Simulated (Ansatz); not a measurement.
# Structure relaxation, HfO2

The start is a generated cell, HfO2 built in the cotunnite structure type. The structure is fully relaxed (lattice and positions, P = 0) with r2SCAN (plane waves to 500 eV, PAW, scalar-relativistic; Ansatz, a first-principles code). The first steps use a coarse 4×6×3 k-mesh.

Starting cell:
```
HfO2
1.0
    5.63536     0.00000     0.00000
    0.00000     3.35308     0.00000
    0.00000     0.00000     6.68901
Hf O
4 8
Direct
  0.73770   0.25000   0.59590
  0.23770   0.25000   0.90410
  0.26230   0.75000   0.40410
  0.76230   0.75000   0.09590
  0.62500   0.25000   0.92170
  0.12500   0.25000   0.57830
  0.37500   0.75000   0.07830
  0.87500   0.75000   0.42170
  0.52020   0.25000   0.33700
  0.02020   0.25000   0.16300
  0.47980   0.75000   0.66300
  0.97980   0.75000   0.83700
```

| Property | Value |
|---|---|
| Initial pressure | -12.3 GPa (negative: the cell is under tension) |
| Largest initial force | 1.39 eV/Å, on O5, O6, O7, O8 (atoms numbered as listed) |
| Energy released | 73 meV/atom |
| Volume change | -6.0 %, from 10.53 to 9.91 Å³/atom |
| Shortest distances (start → end) | The closest pairs of elements (up to four, under 3.6 Å), start → end: Hf–O 2.12 → 2.13 Å; O–O 2.43 → 2.47 Å; Hf–Hf 3.35 → 3.32 Å |
| Band gap at the end | 3.98 eV, direct at Γ (no spin-orbit coupling) |
| Optimiser moves | 7 |

Final values are on a 5×8×4 k-mesh of the relaxed cell. No spin polarisation in the result.

The run could not lose the symmetry of its start.

The first start was generated by placing the elements on the sites of a structure type. Materials Project lists a structure of HfO2 in the same space group, Pnma (No. 62); the sites were not compared with it, nor with measured phases. Known forms of HfO2 include space group No. 14, 29, 137, 225.
